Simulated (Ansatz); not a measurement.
K2NaInP2 (space group Ibam)

```
CELL_PARAMETERS angstrom
     -3.29541     7.42552     3.29123
      3.29541    -7.42552     3.29123
      3.29541     7.42552    -3.29123
ATOMIC_POSITIONS crystal
  K  0.82321 0.24118 0.06439
  K  0.17679 0.75882 0.93561
  K  0.67679 0.74118 0.41797
  K  0.32321 0.25882 0.58203
  Na 0.25000 0.25000 0.00000
  Na 0.75000 0.75000 0.00000
  In 0.75000 0.25000 0.50000
  In 0.25000 0.75000 0.50000
  P  0.59988 0.21518 0.81507
  P  0.40012 0.78482 0.18493
  P  0.90012 0.71518 0.61530
  P  0.09988 0.28482 0.38470
```

The slice is a (010) plane (indices of the conventional cell) through the point (0.750, 0.750, 0.000) (fractional), spanned by u = [110] and v = [011] in vectors of this cell: u (6.58 Å) and v (6.59 Å, at 90° to u). It covers one period; positions are fractions (u, v).

Calculation: PBEsol (plane waves to 420 eV, PAW, scalar-relativistic; Ansatz, a first-principles code). k mesh 6×6×6. Inside the PAW spheres the values are not all-electron values, and peaks at nuclei hang on which shells count as valence. K2NaInP2 was relaxed with its symmetry unable to fall.

Q: Sketch the valence electron density on this plane as a map.

A: 
```
|9974100000147999741000001479|
|7752100000125777521000001257|
|4421000000012444210000000124|
|2110011111001121100111110011|
|0000111111100000001111111000|
|0011111111111000111111111110|
|1111111111111111111111111111|
|2111122222111121111222221111|
|2222222222222222222222222222|
|4433222222233444332222222334|
|6554322222345565543222223455|
|7765322222356777653222223567|
|8875422222457888754222224578|
|9876432223467898764322234678|
|8875422222457888754222224578|
|7765322222356777653222223567|
|6554322222345565543222223455|
|4433222222233444332222222334|
|2222222222222222222222222222|
|2111122222111121111222221111|
|1111111111111111111111111111|
|0011111111111000111111111110|
|0000111111100000001111111000|
|2110011111001121100111110011|
|4421000000012444210000000124|
|7752100000125777521000001257|
|9974100000147999741000001479|
|9974200000247999742000002479|
```
Scale: ten equal steps from -1.40 (start of '0') to 1.32 (end of '9'), in the order '0123456789'. Values: log₁₀ of the valence density in e/Å³. The map has 28 points along u (one character each, u = 0 at the left) and 28 along v (v = 0 in the bottom row). The scale is logarithmic, as a density can span decades between atoms and voids.
